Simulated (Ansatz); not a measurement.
Nb$_{3}$Sn:
```xyz
8
Lattice="5.2583 0.0000 0.0000 0.0000 5.2583 0.0000 0.0000 0.0000 5.2583" Properties=species:S:1:pos:R:3 pbc="T T T"
Nb     1.3146     0.0000     2.6292
Nb     3.9438     0.0000     2.6292
Nb     2.6292     3.9438     0.0000
Nb     2.6292     1.3146     0.0000
Nb     0.0000     2.6292     3.9438
Nb     0.0000     2.6292     1.3146
Sn     0.0000     0.0000     0.0000
Sn     2.6292     2.6292     2.6292
```

Relaxed with PBEsol. Special points in fractions of this cell's reciprocal vectors: Γ (0.000, 0.000, 0.000); X (0.000, 0.500, 0.000); M (0.500, 0.500, 0.000); R (0.500, 0.500, 0.500).

**Question.** List the band energies nearest the Fermi level at these points for the program Ansatz at the PBEsol level (PAW).

**Answer.** In eV from the Fermi level; about four levels below and three above (degenerate sets whole), none deeper than 8.9 eV; points with the same levels are listed once.

```csv
k,below,above
Γ,-0.55 -0.55 -0.55 -0.06 -0.06,2.42 2.42 2.42
X,-0.86 -0.86 -0.36 -0.36,1.57 1.57 2.22 2.22
M,-2.20 -1.87 -1.57 -0.87,0.11 0.11 0.16 0.16
R,-1.43 -1.43 -1.43 -1.43 -1.43 -1.43,0.03 0.03 0.03 0.03
```

Space group Pm-3n (A15 (Cr3Si type)). The PBEsol relaxation kept the symmetry of its start; of distortions, only those at the zone centre were tested. The run is not spin-polarised. Scalar-relativistic: spin–orbit coupling is off unless named, which matters more the heavier the elements.

Potentials: the earlier of the program's two PAW sets.
